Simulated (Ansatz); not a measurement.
The cell was built from the zincblende type and relaxed in the same program, and has space group F-43m; it needn't be a known or the stable phase.

A run on PtC: DFT, PBE, all-electron LAPW, scalar-relativistic (Ansatz 0.2.0). The input:

```yaml
crystal:
  lattice:
    - [0.0, 2.3593898909, 2.3593898909]
    - [2.3593898909, 0.0, 2.3593898909]
    - [2.3593898909, 2.3593898909, 0.0]
  atoms:
    - { symbol: Pt, position: [0.0, 0.0, 0.0] }
    - { symbol: C, position: [0.25, 0.25, 0.25] }
kpoints:
  mp_grid: { grid: [13, 13, 13] }
scf:
  occupations: { method: fermi_dirac, width: 0.08 }
hamiltonian:
  xc: pbe
  pseudopotentials:
    kind: all_electron
    lapw: { basis_error: 0.0005, muffin_tin_radii: { C: 1.15, Pt: 1.15 } }
output:
  forces: true
  stress: true
  eigenvalues: true
```

Q: Is the run sound, and if not, why?

A: No. The input was rejected before any iteration. The typed spheres overlap: twice 1.150 Å exceeds the shortest distance, 2.043 Å; smaller radii, or none typed, cure it. It says:
```
Error: `kind: all_electron` solves this crystal on LAPW (the input types lapw, or this build lists no dataset of some species for it), and no LAPW basis is found for it: the given muffin-tin radii of C and Pt, or the smallest supported ones, add up to 2.300 Å, and 2.043 Å are free between these atoms; give smaller radii, or leave one out; where each species has a listed dataset, leave lapw and dirac_shells out and run without spin–orbit coupling, or set another kind (and leave the keys of all_electron out)
```
